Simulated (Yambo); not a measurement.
Absorption of NaCoO$_{2}$ (space group R-3m, No. 166) with and without the electron-hole interaction (Yambo, PBEsol bands; 8×8×8 mesh, 5 valence and 3 conduction bands, static screening with 32 bands and a 4 Ry block, scissor 0.93 eV, Tamm-Dancoff; field along x). Axes are Cartesian, with cell vectors (Å) (1.44, 0.83, 5.12), (-1.44, 0.83, 5.12), (0.00, -1.67, 5.12).

| E (eV) | Im ε, BSE | Im ε, independent quasiparticles |
|---|---|---|
| 0.00 | 0.29 | 0.17 |
| 0.10 | 0.32 | 0.18 |
| 0.20 | 0.35 | 0.19 |
| 0.30 | 0.39 | 0.21 |
| 0.40 | 0.44 | 0.23 |
| 0.50 | 0.51 | 0.25 |
| 0.60 | 0.59 | 0.27 |
| 0.70 | 0.69 | 0.30 |
| 0.80 | 0.83 | 0.34 |
| 0.90 | 1.02 | 0.38 |
| 1.00 | 1.30 | 0.43 |
| 1.10 | 1.74 | 0.50 |
| 1.20 | 2.50 | 0.58 |
| 1.30 | 3.96 | 0.70 |
| 1.40 | 6.70 | 0.87 |
| 1.50 | 8.95 | 1.15 |
| 1.60 | 9.19 | 1.62 |
| 1.70 | 10.3 | 2.47 |
| 1.80 | 12.1 | 3.44 |
| 1.90 | 13.6 | 4.20 |
| 2.00 | 13.0 | 4.94 |
| 2.10 | 13.2 | 5.22 |
| 2.20 | 15.2 | 5.98 |
| 2.30 | 15.9 | 7.66 |
| 2.40 | 14.1 | 9.93 |
| 2.50 | 12.0 | 12.7 |
| 2.60 | 9.96 | 14.6 |
| 2.70 | 8.03 | 15.1 |
| 2.80 | 6.01 | 14.8 |
| 2.90 | 4.65 | 14.0 |
| 3.00 | 3.78 | 13.1 |
| 3.10 | 3.13 | 12.9 |
| 3.20 | 2.87 | 11.9 |
| 3.30 | 2.55 | 9.18 |
| 3.40 | 2.28 | 6.37 |
| 3.50 | 2.25 | 4.66 |
| 3.60 | 2.53 | 3.89 |
| 3.70 | 3.25 | 3.10 |
| 3.80 | 4.85 | 2.35 |
| 3.90 | 8.36 | 1.93 |
| 4.00 | 13.8 | 1.78 |
| 4.10 | 13.6 | 1.84 |
| 4.20 | 10.4 | 2.19 |
| 4.30 | 8.69 | 2.98 |
| 4.40 | 7.80 | 4.19 |
| 4.50 | 7.19 | 5.48 |
| 4.60 | 6.49 | 7.16 |
| 4.70 | 6.89 | 8.28 |
| 4.80 | 8.24 | 8.31 |
| 4.90 | 7.09 | 7.50 |
| 5.00 | 5.63 | 7.04 |
| 5.10 | 4.92 | 7.12 |
| 5.20 | 5.53 | 8.05 |
| 5.30 | 5.39 | 9.21 |
| 5.40 | 5.03 | 8.39 |
| 5.50 | 5.10 | 7.16 |

The scissor comes from a G0W0 run whose convergence isn't established. Broadening 0.15 eV. The band window holds all transitions up to 5.5 eV. Fine structure above the onset can come from the mesh.

The 3d shell has no Hubbard U; the runs are without spin polarisation, and magnetic order was not tried.

Geometry relaxed with PBEsol; primitive cell a = b = c = 5.3807 Å, α = β = γ = 31.14°.

The structure is a Materials Project entry; no match was found in the copy of COD used, and its stability was not checked.
